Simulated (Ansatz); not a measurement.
Mo (bcc)

The computed numbers are results of PBE with spin–orbit coupling (two-component spinors) in the plane-wave PAW code Ansatz at 420 eV, Γ-centred 18×18×18 mesh, 0.05 eV Gaussian smearing; PAW files: Ansatz's generated set soft_2.

```xyz
1
Lattice="-1.5803 1.5803 1.5803 1.5803 -1.5803 1.5803 1.5803 1.5803 -1.5803" Properties=species:S:1:pos:R:3 pbc="T T T"
Mo    0.0000    0.0000    0.0000
```

The cell is relaxed to zero pressure at this level.

Path: Γ–H–N–Γ–P–H | P–N, with Γ = (0.000, 0.000, 0.000), H = (0.500, -0.500, 0.500), N = (0.000, 0.000, 0.500), P = (0.250, 0.250, 0.250) in reciprocal vectors of the calculation's cell.

Is it a metal or an insulator, and if it has a gap, where are the band edges on this path?

A metal: bands cross the Fermi level.

Levels between -5 and 3 eV from the Fermi level at the path's named points:
| point | below E_F (eV) | above E_F (eV) |
| --- | --- | --- |
| Γ | -1.40 -1.40 -1.40 -1.40 -1.25 -1.25 | 1.65 1.65 1.65 1.65 |
| H |  |  |
| N | -3.36 -3.36 | 1.57 1.57 1.66 1.66 2.29 2.29 |
| P | -2.69 -2.69 -2.56 -2.56 -2.56 -2.56 | 2.41 2.41 2.41 2.41 |
